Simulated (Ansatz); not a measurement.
Zn3CdSe4:
```yaml
crystal:
  lattice:
    - [5.78227, 0.00000, 0.00000]
    - [0.00000, 5.78227, 0.00000]
    - [0.00000, 0.00000, 5.78227]
  atoms:
    - { symbol: Zn, position: [0.00000, 0.50000, 0.50000] }
    - { symbol: Zn, position: [0.50000, 0.00000, 0.50000] }
    - { symbol: Zn, position: [0.50000, 0.50000, 0.00000] }
    - { symbol: Cd, position: [0.00000, 0.00000, 0.00000] }
    - { symbol: Se, position: [0.73852, 0.73852, 0.26148] }
    - { symbol: Se, position: [0.73852, 0.26148, 0.73852] }
    - { symbol: Se, position: [0.26148, 0.26148, 0.26148] }
    - { symbol: Se, position: [0.26148, 0.73852, 0.73852] }
```

Relaxed with r²SCAN.

Task: Map the electron localisation function on the plane through (0.000, 0.500, 0.500) spanned by u = [1, 0, 0] and v = [0, 1, 1] in lattice vectors, from r²SCAN (plane waves, PAW; program Ansatz).

Result: x is the fraction of u, y of v (the angle between them is 90°; rows are the nearest grid lines); atoms in the plane: Zn at (0.00, 0.00), Cd at (0.00, 0.50), Se at (0.26, 0.76), Se at (0.26, 0.24).
```
|    .....            .....    |
|   .::-==-::.         ...:.   |
| ..::=*##**=-.        ....:.. |
|.:-+%@@@@%%%#*-.       .......|
|=*%@@@%###%@%%*=.         ..:=|
|+#%@%#-..-*%@%#*-.         .-+|
|+#%@%*-..:*%@%#*-.         .-+|
|-*%@@@%#*#%%%%*=:          .:-|
|..-+%@@@@%%%#*=:        ......|
|=-:..-+###*+=:.       ...:--==|
|++=-:.:-===-..        ..:-=+++|
|@@#+=:....           ...:=+#@@|
|@@#+=:....           ...:=+#@@|
|++=-:.:-===-..        ..:-=+++|
|=-:..-+###*+=:.       ...:--==|
|..-+%@@@@%%%#*=:        ......|
|-*%@@@%#*#%%%%*=:          .:-|
|+#%@%*-..:*%@%#*-.         .-+|
|+#%@%#-..-*%@%#*-.         .-+|
|=*%@@@%###%@%%*=.         ..:=|
|.:-+%@@@@%%%#*-.       .......|
| ..::=*##**=-.        ....:.. |
|   .::-==-::.         ...:.   |
|    .....            .....    |
```
Scale: ten equal steps from 0.000 (start of ' ') to 0.855 (end of '@'), in the order ' .:-=+*#%@'; x runs from 0.000 to 1.00, y from 0.000 (bottom) to 1.00 (top).

The density is the valence pseudo-density with augmentation charge, so density and ELF within about 1 Å of a nucleus are not all-electron values.

Space group P-43m. The first step of the workflow began from a Materials Project structure, measured or hypothetical; the Crystallography Open Database copy checked does not list it. With Zn and Cd taken as one species the cell has the higher symmetry F-43m, so it may be an ordered model of a mixed-site phase. Its standing as an ambient phase is unchecked. The cell was relaxed with r²SCAN under the symmetry of its start; whether a distortion lowers the energy is not shown.

Potentials: the later of the program's two PAW sets.
